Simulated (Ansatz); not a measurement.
Mo2N (anti-anatase)

```
Mo2N
1.0
   -2.12758     2.12758     3.96235
    2.12758    -2.12758     3.96235
    2.12758     2.12758    -3.96235
Mo N
4 2
Cartesian
  0.00000   2.12758   3.85447
  0.00000   0.00000   1.87330
  0.00000   0.00000   6.05140
  0.00000   2.12758   0.10788
  2.12758   0.00000   1.98118
  0.00000   0.00000   3.96235
```

The volume is varied about the relaxed value V₀ at fixed cell shape. The atoms relax within the cell's symmetry.

Method: r2SCAN (plane waves to 500 eV, PAW, scalar-relativistic; Ansatz, an electronic-structure program). k mesh 15×15×15 (Γ-centred), Fermi-Dirac smearing 0.05 eV. The energy includes the smearing's −TS. Compression counts positive. With the shape held, the modulus is that of even scaling; a crystal free to change shape is softer. Mo2N is run without spin polarisation. Mo2N was relaxed with its symmetry unable to fall. ΔE is measured from the relaxed starting cell.

The scan covers V/V₀ from 0.840 to 1.160 in 13 points.

**Question.** What is ΔE at V/V₀ = 0.840?

**Answer.** 415 meV/atom.

**Question.** What is ΔE at V/V₀ = 1.160?

**Answer.** 229 meV/atom.

**Question.** What pressure does the cell carry at V/V₀ = 0.840?

**Answer.** 81.1 GPa.

(A scan under strain: stresses follow from slopes of the energy per volume, elastic moduli from its curvatures.)
